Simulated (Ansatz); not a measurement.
# Straining BaLiF$_{3}$

Level of theory: DFT r2SCAN, scalar-relativistic, plane waves, PAW in Ansatz. Settings: 500 eV cutoff, 6×6×6 k-mesh, Gaussian smearing of 0.02 eV, no spin polarisation.

The relaxed crystal:

```xyz
5
Lattice="3.9819 0.0000 0.0000 0.0000 3.9819 0.0000 0.0000 0.0000 3.9819" Properties=species:S:1:pos:R:3 pbc="T T T"
Ba    0.0000    0.0000    0.0000
Li    1.9909    1.9909    1.9909
F     0.0000    1.9909    1.9909
F     1.9909    1.9909    0.0000
F     1.9909    0.0000    1.9909
```

Deformation: biaxial strain in the a-b plane, with the length and tilt of c and the atoms relaxed, all within the symmetry that the strain leaves. Energies are extrapolated to zero smearing. Stress is positive in compression, on the Cartesian axes of the cell above. Gaps are generalised Kohn–Sham gaps over the whole zone.

Spin-orbit coupling is left out, which matters for the bands and energies of heavy elements.

| strain (%) | ΔE (meV/atom) | a (Å) | b (Å) | c (Å) | σxx (GPa) | σyy (GPa) | σzz (GPa) | gap (eV) |
| --- | --- | --- | --- | --- | --- | --- | --- | --- |
| -3.0 | 12.1 | 3.862 | 3.862 | 4.068 | 5.47 | 5.47 | 0.00 | 7.14 |
| -2.0 | 5.2 | 3.902 | 3.902 | 4.039 | 3.44 | 3.44 | 0.00 | 7.25 |
| -1.0 | 1.2 | 3.942 | 3.942 | 4.010 | 1.62 | 1.62 | 0.00 | 7.33 |
| +0.0 | 0.0 | 3.982 | 3.982 | 3.982 | -0.02 | -0.02 | -0.02 | 7.40 |
| +1.0 | 1.2 | 4.022 | 4.022 | 3.954 | -1.48 | -1.48 | 0.00 | 7.28 |
| +2.0 | 4.6 | 4.062 | 4.062 | 3.926 | -2.81 | -2.81 | 0.00 | 7.16 |
| +3.0 | 10.1 | 4.101 | 4.101 | 3.900 | -4.02 | -4.02 | 0.00 | 7.04 |